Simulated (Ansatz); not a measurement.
SiC:
```xyz
4
Lattice="3.0753 0.0000 0.0000 -1.5377 2.6633 0.0000 0.0000 0.0000 5.0482" Properties=species:S:1:pos:R:3 pbc="T T T"
Si     1.5377     0.8878     0.0025
Si     0.0000     1.7755     2.5266
C      1.5377     0.8878     3.1536
C      0.0000     1.7755     0.6295
```

Tensor components refer to the Cartesian frame of this cell.

Give the high-frequency dielectric tensor and the Born effective charge tensors of the independent atoms from DFPT, plane-wave PAW r²SCAN (Ansatz code).


ε∞:
```
6.48  0.00  0.00
0.00  6.48  0.00
0.00  0.00  6.81
```
Z* of atom 1 (Si), rows: field, columns: displacement, in e:
```
2.68  0.00  0.00
0.00  2.68  0.00
0.00  0.00  2.87
```
Z* of atom 3 (C), rows: field, columns: displacement, in e:
```
-2.68   0.00   0.00
 0.00  -2.68   0.00
 0.00   0.00  -2.87
```

Static charges for comparison (Bader): Si1 +2.88, C3 -2.88 e. Born charges measure polarisation by displacement and can exceed these by far.

Space group P6_3mc (wurtzite). The cell was relaxed with r²SCAN under the symmetry of its start; phonons on a q-mesh show no instability.

Potentials: the later of the program's two PAW sets.
